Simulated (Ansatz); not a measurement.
A geometry of Sn away from equilibrium: the start of the relaxation of a relaxed Sn cell, doubled along one cell vector, shaken by Gaussian noise of σ = 0.08 Å a coordinate. Method: PBE (plane waves to 420 eV, PAW, scalar-relativistic; Ansatz, an electronic-structure program). Γ-centred k-mesh 4×8×5 on the run's cell (coarser than for final values), Fermi–Dirac smearing 0.05 eV.

```xyz
8
Lattice="9.3835 0.0000 0.0000 -2.3459 4.0632 0.0000 0.0000 0.0000 7.7141" Properties=species:S:1:pos:R:3:forces:R:3 pbc="T T T" free_energy=-48193.670 pressure_GPa=0.5
Sn     0.0670     2.6558     0.5922   -0.3456    0.5189   -1.4620
Sn     4.8313     2.8115     0.5545   -0.3785   -0.9716   -0.7216
Sn     2.4303     1.3959     4.4744   -0.6537   -0.5862   -1.3714
Sn     7.0431     1.2829     4.2237    0.2591   -0.0464    0.4434
Sn     2.3371     1.4001     7.1966    0.7773   -0.2841    1.3587
Sn     7.1143     1.3067     7.1715   -0.0658    0.7317   -0.0363
Sn     0.0043     2.6440     3.2986    0.3886    0.4284    1.5048
Sn     4.7098     2.6204     3.3466    0.0187    0.2092    0.2844
```

Positions in Å, forces in eV/Å, free energy of the cell in eV (comparable only within this code, potentials and settings). Largest force: 1.63 eV/Å, on Sn3 (atoms numbered as listed); the geometry lies 0.06 eV/atom above the end of its relaxation.

No spin polarisation in the result.

The end of the path is a generated cell of Sn: the first start was made by placing the elements on the sites of a structure type, and the end was not matched to a known phase here, so it may be hypothetical. Known forms of Sn include space group No. 141, 227.
